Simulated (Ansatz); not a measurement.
BN:
```cif
data_B6N6
_chemical_formula_sum 'B6 N6'
_space_group_name_H-M_alt 'P63mc'
_space_group_IT_number 186
_space_group_name_Hall 'P 6c -2c'
_cell_length_a 2.49858
_cell_length_b 2.49858
_cell_length_c 19.78101
_cell_angle_alpha 90.000
_cell_angle_beta 90.000
_cell_angle_gamma 120.000
loop_
_atom_site_label
_atom_site_type_symbol
_atom_site_symmetry_multiplicity
_atom_site_Wyckoff_symbol
_atom_site_fract_x
_atom_site_fract_y
_atom_site_fract_z
_atom_site_occupancy
B1 B 2 a 0.00000 0.00000 0.08347 1
N1 N 2 b 0.33333 0.66667 0.08357 1
B2 B 2 b 0.33333 0.66667 0.25000 1
N2 N 2 b 0.66667 0.33333 0.25009 1
B3 B 2 b 0.66667 0.33333 0.41640 1
N3 N 2 a 0.00000 0.00000 0.41647 1
```

Relaxed with plane-wave PAW r²SCAN+D4 (Ansatz code). Indices refer to the conventional cell of P6_3mc, a = 2.499 Å, b = 2.499 Å, c = 19.781 Å, α = 90.00°, β = 90.00°, γ = 120.00°.

Q: Simulate the powder diffraction pattern (Cu Kα, λ = 1.54184 Å; lines above 1 %) up to 2θ = 90°.

A: Simulated powder pattern, Cu Kα, λ = 1.54184 Å (kinematic, ideal powder, no thermal factors, no anomalous dispersion; the 30 strongest lines at most, above 1 %, up to 2θ = 90°):

| 2θ (°) | d (Å) | I/Imax (%) | hkl |
|---|---|---|---|
| 27.05 | 3.297 | 100 | (0006) |
| 42.00 | 2.151 | 8.2 | (1 0 -1 1) |
| 42.78 | 2.114 | 9.0 | (1 0 -1 2) |
| 44.04 | 2.056 | 2.4 | (1 0 -1 3) |
| 45.77 | 1.982 | 6.9 | (1 0 -1 4) |
| 47.92 | 1.898 | 5.0 | (1 0 -1 5) |
| 53.32 | 1.718 | 3.2 | (1 0 -1 7) |
| 55.77 | 1.648 | 7.1 | (0 0 0 12) |
| 56.51 | 1.628 | 3.0 | (1 0 -1 8) |
| 63.75 | 1.460 | 1.8 | (1 0 -1 10) |
| 67.75 | 1.383 | 1.3 | (1 0 -1 11) |
| 76.21 | 1.249 | 7.0 | (1 1 -2 0) |
| 82.59 | 1.168 | 11 | (1 1 -2 6) |
| 89.10 | 1.099 | 1.5 | (0 0 0 18) |

The start of the workflow was typed in or built on a structure type. Its sites differ from those of the usual phase in this space group: another stacking or structure type. The r²SCAN+D4 relaxation kept the symmetry of its start; its stability against distortions is not shown here.

Potentials: the later of the program's two PAW sets.
